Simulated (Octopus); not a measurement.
HfO4Si (I41/amd, No. 141): Octopus summary

HfO4Si (I41/amd, No. 141):
```xyz
12
Lattice="-3.2767 3.2767 2.9822 3.2767 -3.2767 2.9822 3.2767 3.2767 -2.9822" Properties=species:S:1:pos:R:3 pbc="T T T"
Hf     0.0000     0.0000     0.0000
Hf     0.0000     3.2767     1.4911
Si     3.2767     0.0000     1.4911
Si     0.0000     0.0000     2.9822
O      3.2767     2.0636     4.8861
O      4.4898     0.0000     0.4127
O      0.0000     1.2131     1.9039
O      2.0636     0.0000     0.4127
O      3.2767     1.2131     2.5695
O      1.2131     0.0000     4.0606
O      3.2767     5.3403     2.5695
O      2.0636     3.2767     1.0784
```
The cell is a database entry, not relaxed again.

All numbers are Octopus results at the level LDA (grid spacing about 0.16 Å, Γ-centred 6×6×6 k-mesh, no spin polarisation; PseudoDojo 0.4 LDA potentials), not measurements. Spin-orbit coupling is left out.

Question: What band gap does LDA give on the standard high-symmetry path?

Answer: 5.34 eV, from Γ to between X and P; smallest direct gap on the path 5.73 eV. A grid finer by a fifth moves the gap between mesh points by under 0.01 eV.
